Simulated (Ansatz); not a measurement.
# What moves the field gradients of Si3N4?

Cell of run 1: a structure deposited in the COD, atoms as given.

Space group P6_3/m (No. 176); a = 7.6093, c = 2.9079 Å, γ = 120.00°.

| site | Wyckoff | site symmetry | x | y | z |
| --- | --- | --- | --- | --- | --- |
| Si | 6h | m.. | 0.1742 | 0.7678 | 0.2500 |
| N7 | 2c | -6.. | 0.3333 | 0.6667 | 0.2500 |
| N9 | 6h | m.. | 0.3290 | 0.0390 | 0.2500 |

One atom of each set is listed.

Relaxed positions (PBE, cell held):

Si (0.1739, 0.7678, 0.2500)
N7 (0.3333, 0.6667, 0.2500)
N9 (0.3298, 0.0298, 0.2500)

All runs are DFT with Ansatz 0.2.0 (plane waves and PAW, scalar-relativistic unless spin–orbit coupling is named, Γ-centred meshes, Fermi–Dirac smearing where given) in this cell.

Run 1: PBE, atoms as given; 420 eV, 4×4×10 k-points, smearing 0.02 eV.
Run 2: PBE, atoms relaxed; 420 eV, 4×4×10 k-points, smearing 0.02 eV.
Run 3: r2SCAN, at the relaxed atoms; 500 eV, 4×4×10 k-points, smearing 0.02 eV.

| run | Si V_zz (η) | N7 V_zz (η) | N9 V_zz (η) |
| --- | --- | --- | --- |
| 1 | 2.78 (0.51) | -5.31 (0.00) | -4.82 (0.04) |
| 2 | ? | ? | ? |
| 3 | 0.98 (0.39) | -4.98 (0.00) | -4.94 (0.08) |

V_zz in 10²¹ V/m².

(1) Estimate the row of run 2.

Results:

(1) Si: 0.98 (0.41); N7: -4.91 (0.00); N9: -4.95 (0.07). It lies nearest to run 3, from whose tensors on these sites it differs by 0.07 at most (largest principal value of the difference, on N7). Taken one at a time, the positions of the atoms (as given or relaxed) move the tensors on these sites by up to 1.86 (largest principal value of the change, on Si), the functional (r2SCAN with its higher cutoff) by 0.07 (N7). On Si V_xx and V_yy change places between runs (or their axes turn by over 50°), so η hides a larger change.

In run 1 the atoms aren't at the calculated equilibrium (largest force 1.8 eV/Å). The cell isn't the equilibrium one in runs 1, 2 (calculated pressure 6, 5 GPa, with larger principal stresses), and the entry's cell may itself be off.
